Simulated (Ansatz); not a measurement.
CsCl:
Space group Fm-3m (No. 225); a = 6.898 Å, b = 6.898 Å, c = 6.898 Å, α = 90.00°, β = 90.00°, γ = 90.00°

```
atom  site  symmetry       x       y       z
----  ----  --------  ------  ------  ------
Cs      4a      m-3m  0.0000  0.0000  0.0000
Cl      4b      m-3m  0.5000  0.5000  0.5000
```
(The calculation used a cell of 2 atoms; values per cell refer to that cell.)

Relaxed with PBEsol. 

HSE06 on this cell (Ansatz, a first-principles code, PAW) gives a gap of 6.28 eV. What does PBEsol give?

4.89 eV.

Cost on shared cores: the PBEsol run (SCF on a 7×7×7 mesh, then bands and DOS) roughly 23 core-seconds, the HSE06 run (SCF on 5×5×5, then a few points) roughly 2.6 core-minutes; the tasks are unlike.

The workflow started from a Materials Project entry (that database holds measured and hypothetical structures alike); the Crystallography Open Database files this formula in space group No. 225, but the cells were not matched. It is not the phase usual at ambient conditions (space group No. 221). The cell was relaxed with PBEsol under the symmetry of its start; its stability against distortions is not shown here. Spin–orbit coupling is left out wherever it is not named.

Potentials: the earlier of the program's two PAW sets. The files were generated under PBE; for other functionals the program regenerates the frozen cores, and for LDA and PBEsol the local potential too.

Ansatz is a plane-wave DFT program.
